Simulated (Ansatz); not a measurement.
## ScAlN2, before and after

The cell of ScAlN2 is invented: random cell by space group and Wyckoff sites (Pmmm, No. 47). Its size is a rough estimate.

start.cif

```cif
data_structure
_symmetry_space_group_name_H-M 'P 1'
_symmetry_Int_Tables_number 1
_cell_length_a 2.6602
_cell_length_b 3.4572
_cell_length_c 6.1421
_cell_angle_alpha 90.000
_cell_angle_beta 90.000
_cell_angle_gamma 90.000
_cell_volume 56.49
loop_
_atom_site_label
_atom_site_type_symbol
_atom_site_fract_x
_atom_site_fract_y
_atom_site_fract_z
_atom_site_occupancy
Sc1 Sc 0.00000 0.00000 0.00000 1
Al1 Al 0.00000 0.50000 0.50000 1
N1 N 0.00000 0.00000 0.31834 1
N2 N 0.00000 0.00000 0.68166 1
```

The calculation used Ansatz 0.2.0, DFT PBE, scalar-relativistic, plane waves, PAW. Cutoff 420 eV, Gaussian smearing, Γ-centred meshes. Cell and atoms relax first on a coarse mesh and then on a finer one. In between, the cell is made exact in the group found at 0.06 Å. In metals the finer mesh still leaves noise of several meV/atom or more. The steps can't lower the symmetry of their start. No spin polarisation in the relaxation; trial moments died out in a coarse test.

end.cif

```cif
data_structure
_symmetry_space_group_name_H-M 'P 1'
_symmetry_Int_Tables_number 1
_cell_length_a 3.0363
_cell_length_b 4.2926
_cell_length_c 6.2593
_cell_angle_alpha 90.000
_cell_angle_beta 90.000
_cell_angle_gamma 90.000
_cell_volume 81.58
loop_
_atom_site_label
_atom_site_type_symbol
_atom_site_fract_x
_atom_site_fract_y
_atom_site_fract_z
_atom_site_occupancy
Sc1 Sc 0.00000 0.00000 0.00000 1
Al1 Al 0.50000 0.00000 0.50000 1
N1 N 0.00000 0.00000 0.31073 1
N2 N 0.00000 0.00000 0.68927 1
```

The symmetry stays Pmmm (No. 47). The volume per atom grows by 44.4 %, from 14.1 to 20.4 Å³. The shortest distance goes from 1.96 Å (Sc–N) to 1.93 Å (Al–N). The energy falls by about 0.67 eV/atom (the start's value is from the coarse mesh). The end is written in a standard setting, so origin, axes and order of atoms can differ from the start's.

For ScAlN2, the volume per atom is 20.40 Å³, the density is 2.03 g/cm³ and the energy over the elements is +0.02 eV/atom. The gap on the 16×12×8 mesh of the 4-atom cell is 0 eV (a metal).

Formation energies are uncorrected and refer to the elements' standard structures at the same level (N₂ as a molecule). The formation energy is too near zero to say whether this cell lies below the elements.

The last run used Gaussian smearing of 0.10 eV. The k mesh leaves some 4 meV/atom of noise in the energy of each metallic cell. Symmetry constrained the relaxation, so the result can be a saddle point. In all, the 3 runs took 10 min on 1 thread of Intel(R) Xeon(R) Processor @ 2.50GHz (Skylake/Cascade Lake), with other jobs on the host. Another cell of ScAlN2 relaxed alike, in I4_1/amd (a Materials Project cell), lies 1.44 eV/atom lower, so this cell isn't the stable form at this level.
